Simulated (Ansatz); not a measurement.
Al in space group Fd-3m (No. 227; Al on 8a, Al on 16d) at seven volumes, plane-wave PAW PBEsol (Ansatz code), scaled uniformly. One row is withheld.

| V (Å³/atom) | P (GPa) |
|---|---|
| 15.550 | 8.19 |
| 16.063 | 5.00 |
| 16.576 | 2.29 |
| 17.088 | 0.00 |
| 17.601 | -1.93 |
| 18.114 | ? |
| 18.626 | -4.90 |

### Question
Fit the shown pressures and predict the withheld one.

### Answer
Third-order Birch–Murnaghan: P = (3/2)B₀(x^(7/2) − x^(5/2))[1 + (3/4)(B′ − 4)(x − 1)] with x = (V₀/V)^(2/3). Least squares on the six rows gives V₀ = 17.090 Å³/atom, B₀ = 69.64 GPa, B′ = 4.66. At V = 18.114, x = 0.9619 and P = -3.54 GPa. The run itself gave -3.55 GPa.

The start of the workflow was typed in or built on a structure type; neither database checked (COD, Materials Project) lists it. It is not the phase usual at ambient conditions (space group No. 225). The cell was relaxed with PBEsol under the symmetry of its start. At this level the phase is dynamically unstable (imaginary phonons).

Potentials: the earlier of the program's two PAW sets. The files were generated under PBE; for other functionals the program regenerates the frozen cores, and for LDA and PBEsol the local potential too.
